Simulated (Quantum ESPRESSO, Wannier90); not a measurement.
## SnAs (rock salt): Wannier90 run

```
SnAs
1.0
    0.00000     2.87687     2.87687
    2.87687     0.00000     2.87687
    2.87687     2.87687     0.00000
Sn As
1 1
Direct
  0.50000   0.50000   0.50000
  0.00000   0.00000   0.00000
```

Materials Project entry mp-2182; symmetrised, unrelaxed at this level. COD (Crystallography Open Database) has an entry of this formula and space group (matched by these alone). Level: LDA, no spin polarisation, no spin-orbit coupling; pw.x of Quantum ESPRESSO at 64 Ry with PseudoDojo potentials, 10×10×10 k-points, Wannier90. Density: 10×10×10 mesh, cold smearing 0.01 Ry. Spin-orbit coupling is left out although heavy elements are present.

Base run: 8 functions from bands 11-25 of the 25 computed, start hydrogen-like Sn: s;p; As: s;p, centres 0.05 Å off the atoms, frozen window up to 1.50 eV relative to the Fermi level, outer window open. Rows change the key named; with other orbitals the number of functions and the frozen window follow, as listed; window edges are relative to the Fermi level. The misfit compares interpolated bands with pw.x on a high-symmetry path, for states up to 1.0 eV relative to the Fermi level. Converged means that the tolerances were met: symmetric starts can stop on a saddle, which shows as a larger Ω_OD at equal Ω_I and can move the misfit too.

Rows with other orbitals or bands describe another subspace, so their Ω_I can't be set against the base's. Runs that didn't settle are not listed.

```json
[
 {"setting": "base", "orbitals": "Sn sp, As sp", "bands": "11-25", "functions": "8", "frozen to (eV)": "1.50", "Ω_I (Å²)": "11.33", "Ω_D (Å²)": "0.00", "Ω_OD (Å²)": "2.69", "rms misfit (meV)": "2.9", "worst (meV)": "23", "ended": "converged"},
 {"setting": "num_iter = 0 (projection only), orbitals on the atoms", "orbitals": "Sn sp, As sp", "bands": "11-25", "functions": "8", "frozen to (eV)": "1.50", "Ω_I (Å²)": "11.33", "Ω_D (Å²)": "0.00", "Ω_OD (Å²)": "5.47", "rms misfit (meV)": "3.9", "worst (meV)": "25", "ended": "no minimisation"},
 {"setting": "start: the same orbitals exactly on the atoms", "orbitals": "Sn sp, As sp", "bands": "11-25", "functions": "8", "frozen to (eV)": "1.50", "Ω_I (Å²)": "11.33", "Ω_D (Å²)": "0.00", "Ω_OD (Å²)": "5.22", "rms misfit (meV)": "2.9", "worst (meV)": "24", "ended": "converged"},
 {"setting": "start: atomic waves of the pseudopotential files", "orbitals": "Sn 5s, Sn 5p, As 4s, As 4p", "bands": "11-25", "functions": "8", "frozen to (eV)": "1.50", "Ω_I (Å²)": "11.33", "Ω_D (Å²)": "0.00", "Ω_OD (Å²)": "5.22", "rms misfit (meV)": "2.9", "worst (meV)": "23", "ended": "converged"},
 {"setting": "atomic waves with projectability windows 0.01 and 0.95", "orbitals": "Sn 5s, Sn 5p, As 4s, As 4p", "bands": "11-25", "functions": "8", "frozen to (eV)": "1.50", "Ω_I (Å²)": "12.51", "Ω_D (Å²)": "0.00", "Ω_OD (Å²)": "5.25", "rms misfit (meV)": "1.5", "worst (meV)": "16", "ended": "converged"}
]
```
